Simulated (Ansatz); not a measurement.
A relaxation computed with Ansatz, from input to last step.

```yaml
crystal:
  lattice:
    - [3.7698203188, 0.0, 0.0]
    - [0.0, 3.7698203188, 0.0]
    - [0.0, 0.0, 5.7519978862]
  atoms:
    - { symbol: Tl, position: [0.0, 0.5, 0.7] }
    - { symbol: Tl, position: [0.5, 0.0, 0.3] }
    - { symbol: O, position: [0.0, 0.0, 0.0] }
    - { symbol: O, position: [0.5, 0.5, 0.0] }
    - { symbol: O, position: [0.0, 0.5, 0.27] }
    - { symbol: O, position: [0.5, 0.0, 0.73] }
basis:
  ecutwfc: 500
kpoints:
  mp_grid: { grid: [4, 4, 4] }
hamiltonian:
  xc: r2scan
scf:
  occupations: { method: gaussian, width: 0.1 }
  lower_state_search: "off"
output:
  forces: true
  stress: true
  eigenvalues: true
relax:
  adjacent_minimum: "off"
  f_tol: 0.04
  max_steps: 70
  cell: { stress_tol: 0.4 }
```

```bash
ansatz run input.yaml --threads 1 --pin off --max-ram 2560MiB --backend cpu --events-out ev --progress --plain --runs-dir out
```

The calculation used DFT r2SCAN, scalar-relativistic, plane waves, PAW (Ansatz).

Of 15 frames 10 are shown, positions in Å and forces in eV/Å; the SCF threshold varies from step to step. Steps run on the plane waves of an earlier cell, with a Pulay correction in the pressure. The basis is chosen afresh for the last frame, the zero of the energies, and at times for earlier ones too; energy and pressure step there, also at an unchanged geometry. The mark taken_back stands on steps that the optimiser undid.

```xyz
6
Lattice="3.7698 0.0000 0.0000 0.0000 3.7698 0.0000 0.0000 0.0000 5.7520" Properties=species:S:1:pos:R:3:forces:R:3 pbc="T T T" step=1 free_energy_over_end_meV_per_atom=647.06 pressure_GPa=-11.15
Tl    0.0000    1.8849    4.0264    0.0000    0.0000    1.9179
Tl    1.8849    0.0000    1.7256    0.0000    0.0000   -1.9179
O     0.0000    0.0000    0.0000    0.0000    0.0000    0.0000
O     1.8849    1.8849    0.0000    0.0000    0.0000    0.0000
O     0.0000    1.8849    1.5530    0.0000    0.0000    3.3437
O     1.8849    0.0000    4.1990    0.0000    0.0000   -3.3437
6
Lattice="3.6779 0.0000 0.0000 0.0000 3.6779 0.0000 0.0000 0.0000 5.5119" Properties=species:S:1:pos:R:3:forces:R:3 pbc="T T T" step=3 free_energy_over_end_meV_per_atom=136.61 pressure_GPa=-3.10
Tl    0.0000    1.8390    4.0197    0.0000    0.0000    0.8334
Tl    1.8390    0.0000    1.4922    0.0000    0.0000   -0.8334
O     0.0000    0.0000    0.0000    0.0000    0.0000    0.0000
O     1.8390    1.8390    0.0000    0.0000    0.0000    0.0000
O     0.0000    1.8390    1.8622    0.0000    0.0000    1.7452
O     1.8390    0.0000    3.6497    0.0000    0.0000   -1.7452
6
Lattice="3.5612 0.0000 0.0000 0.0000 3.5612 0.0000 0.0000 0.0000 5.7634" Properties=species:S:1:pos:R:3:forces:R:3 pbc="T T T" step=4 free_energy_over_end_meV_per_atom=44.65 pressure_GPa=0.03
Tl    0.0000    1.7806    4.2744    0.0000    0.0000   -0.3759
Tl    1.7806    0.0000    1.4890    0.0000    0.0000    0.3759
O     0.0000    0.0000    0.0000    0.0000    0.0000    0.0000
O     1.7806    1.7806    0.0000    0.0000    0.0000    0.0000
O     0.0000    1.7806    2.1370    0.0000    0.0000    0.5453
O     1.7806    0.0000    3.6264    0.0000    0.0000   -0.5453
6
Lattice="3.4009 0.0000 0.0000 0.0000 3.4009 0.0000 0.0000 0.0000 6.1615" Properties=species:S:1:pos:R:3:forces:R:3 pbc="T T T" step=6 free_energy_over_end_meV_per_atom=28.15 pressure_GPa=1.57
Tl    0.0000    1.7005    4.4916    0.0000    0.0000    0.0572
Tl    1.7005    0.0000    1.6699    0.0000    0.0000   -0.0572
O     0.0000    0.0000    0.0000    0.0000    0.0000    0.0000
O     1.7005    1.7005    0.0000    0.0000    0.0000    0.0000
O     0.0000    1.7005    2.3777    0.0000    0.0000   -0.8347
O     1.7005    0.0000    3.7838    0.0000    0.0000    0.8347
6
Lattice="3.3715 0.0000 0.0000 0.0000 3.3715 0.0000 0.0000 0.0000 6.2331" Properties=species:S:1:pos:R:3:forces:R:3 pbc="T T T" step=7 free_energy_over_end_meV_per_atom=19.50 pressure_GPa=1.12
Tl    0.0000    1.6858    4.5337    0.0000    0.0000   -0.2088
Tl    1.6858    0.0000    1.6994    0.0000    0.0000    0.2088
O     0.0000    0.0000    0.0000    0.0000    0.0000    0.0000
O     1.6858    1.6858    0.0000    0.0000    0.0000    0.0000
O     0.0000    1.6858    2.3786    0.0000    0.0000   -0.5943
O     1.6858    0.0000    3.8546    0.0000    0.0000    0.5943
6
Lattice="3.3744 0.0000 0.0000 0.0000 3.3744 0.0000 0.0000 0.0000 6.3065" Properties=species:S:1:pos:R:3:forces:R:3 pbc="T T T" step=9 free_energy_over_end_meV_per_atom=10.59 pressure_GPa=-2.21 taken_back
Tl    0.0000    1.6872    4.5510    0.0000    0.0000   -0.0368
Tl    1.6872    0.0000    1.7555    0.0000    0.0000    0.0368
O     0.0000    0.0000    0.0000    0.0000    0.0000    0.0000
O     1.6872    1.6872    0.0000    0.0000    0.0000    0.0000
O     0.0000    1.6872    2.3484    0.0000    0.0000   -0.0592
O     1.6872    0.0000    3.9581    0.0000    0.0000    0.0592
6
Lattice="3.2468 0.0000 0.0000 0.0000 3.2468 0.0000 0.0000 0.0000 6.5612" Properties=species:S:1:pos:R:3:forces:R:3 pbc="T T T" step=10 free_energy_over_end_meV_per_atom=2.49 pressure_GPa=2.20
Tl    0.0000    1.6234    4.7199    0.0000    0.0000    0.1717
Tl    1.6234    0.0000    1.8413    0.0000    0.0000   -0.1717
O     0.0000    0.0000    0.0000    0.0000    0.0000    0.0000
O     1.6234    1.6234    0.0000    0.0000    0.0000    0.0000
O     0.0000    1.6234    2.4021    0.0000    0.0000    0.2379
O     1.6234    0.0000    4.1590    0.0000    0.0000   -0.2379
6
Lattice="3.2808 0.0000 0.0000 0.0000 3.2808 0.0000 0.0000 0.0000 6.5146" Properties=species:S:1:pos:R:3:forces:R:3 pbc="T T T" step=12 free_energy_over_end_meV_per_atom=-0.42 pressure_GPa=0.09
Tl    0.0000    1.6404    4.6887    0.0000    0.0000    0.0028
Tl    1.6404    0.0000    1.8259    0.0000    0.0000   -0.0028
O     0.0000    0.0000    0.0000    0.0000    0.0000    0.0000
O     1.6404    1.6404    0.0000    0.0000    0.0000    0.0000
O     0.0000    1.6404    2.4054    0.0000    0.0000    0.0176
O     1.6404    0.0000    4.1093    0.0000    0.0000   -0.0176
6
Lattice="3.2808 0.0000 0.0000 0.0000 3.2808 0.0000 0.0000 0.0000 6.5146" Properties=species:S:1:pos:R:3:forces:R:3 pbc="T T T" step=13 free_energy_over_end_meV_per_atom=0.04 pressure_GPa=0.24
Tl    0.0000    1.6404    4.6887    0.0000    0.0000    0.0001
Tl    1.6404    0.0000    1.8259    0.0000    0.0000   -0.0001
O     0.0000    0.0000    0.0000    0.0000    0.0000    0.0000
O     1.6404    1.6404    0.0000    0.0000    0.0000    0.0000
O     0.0000    1.6404    2.4054    0.0000    0.0000    0.0206
O     1.6404    0.0000    4.1093    0.0000    0.0000   -0.0206
6
Lattice="3.2795 0.0000 0.0000 0.0000 3.2795 0.0000 0.0000 0.0000 6.5284" Properties=species:S:1:pos:R:3:forces:R:3 pbc="T T T" step=15 free_energy_over_end_meV_per_atom=0.00 pressure_GPa=0.00
Tl    0.0000    1.6397    4.6989    0.0000    0.0000   -0.0006
Tl    1.6397    0.0000    1.8295    0.0000    0.0000    0.0006
O     0.0000    0.0000    0.0000    0.0000    0.0000    0.0000
O     1.6397    1.6397    0.0000    0.0000    0.0000    0.0000
O     0.0000    1.6397    2.4125    0.0000    0.0000   -0.0002
O     1.6397    0.0000    4.1159    0.0000    0.0000    0.0002
```

The start puts this composition into another compound's structure type, which needn't suit it. At the end the space group is P4/nmm (tolerance 0.05 Å).

Time: 2.1 min on 1 thread of Arm Neoverse V2 (shared host), peak memory 0.54 GiB.

The k mesh is coarse. Spin–orbit coupling is left out, which can shift energies with elements as heavy as these.